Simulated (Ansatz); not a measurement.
ReC in space group P-6m2 (No. 187; Re on 1a, C on 1d) under volume change, DFT-LDA in the program Ansatz with PAW potentials, shape and atoms relaxed at each volume.

```
V (Å³/atom)  E − E(relaxed) (meV/atom)  P (GPa)
-----------  -------------------------  -------
8.850                                …        …
9.142                             55.4    32.15
9.434                             13.1    14.78
9.726                              0.0     0.00
10.017                            11.8   -12.57
10.309                            44.6   -23.25
10.601                               …        …
```

### Question
Some entries are withheld; supply them.

### Answer

- 8.850, E − E(relaxed) (meV/atom): 132.0
- 8.850, P (GPa): 52.57
- 10.601, E − E(relaxed) (meV/atom): 95.4
- 10.601, P (GPa): -32.30

### Question
What does a third-order Birch–Murnaghan fit give for V₀, B₀ and B′?

### Answer
V₀ = 9.73 Å³/atom, B₀ = 453 GPa, B′ = 4.4.

The first step of the workflow began from a Materials Project structure, measured or hypothetical; the Crystallography Open Database copy checked does not list it. Its standing as an ambient phase is unchecked. The cell was relaxed with LDA under the symmetry of its start; of distortions, only those at the zone centre were tested. The run is not spin-polarised. Spin–orbit coupling is left out wherever it is not named.

Potentials: the later of the program's two PAW sets.
